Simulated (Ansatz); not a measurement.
CdSe (zinc blende)

```
CdSe
1.0
    0.00000     6.19627     6.19627
    3.09814     3.09814     6.19627
    3.09814     3.09814     0.00000
Se Cd
2 2
Direct
  0.00000   0.75000   0.75000
  0.50000   0.75000   0.75000
  0.00000   0.00000   0.00000
  0.50000   0.00000   0.00000
```

A phonon eigenvector at X = (0.5, 0.5, 0.0) is frozen into this cell: atom i moves by Q times the vector below, so Q is the largest atomic displacement, in Å. The cell is held. It is one choice among 2 degenerate patterns. (q is in reciprocal vectors of the primitive cell; the cell shown is doubled to hold the pattern.)

| atom | x | y | z |
|---|---|---|---|
| Se1 | 0.000 | -1.000 | 0.000 |
| Se2 | 0.000 | 1.000 | 0.000 |
| Cd3 | 0.488 | 0.000 | 0.000 |
| Cd4 | -0.488 | 0.000 | 0.000 |

Computed with PBE (plane waves to 420 eV, PAW, scalar-relativistic; Ansatz, an electronic-structure program). k mesh 9×9×9 (Γ-centred), Fermi-Dirac smearing 0.05 eV. The energy includes the smearing's −TS. CdSe was relaxed with its symmetry unable to fall. The zero of ΔE is the undisplaced structure.

| Q (Å) | ΔE (meV/cell) |
|---|---|
| -0.100 | 111.2 |
| -0.067 | 49.3 |
| -0.033 | 12.3 |
| 0.000 | 0.0 |
| 0.033 | 12.3 |
| 0.067 | 49.3 |
| 0.100 | 111.2 |

Which DFPT wavenumber at X = (0.5, 0.5, 0.0) belongs to this mode?
(A) 133 cm⁻¹
(B) 169 cm⁻¹
(C) 43 cm⁻¹

B, 169 cm⁻¹. The curvature of the scan gives 169 cm⁻¹

(For displaced atoms, the force is minus the slope of the energy, and its curvature is a force constant, which sets phonon frequencies.)
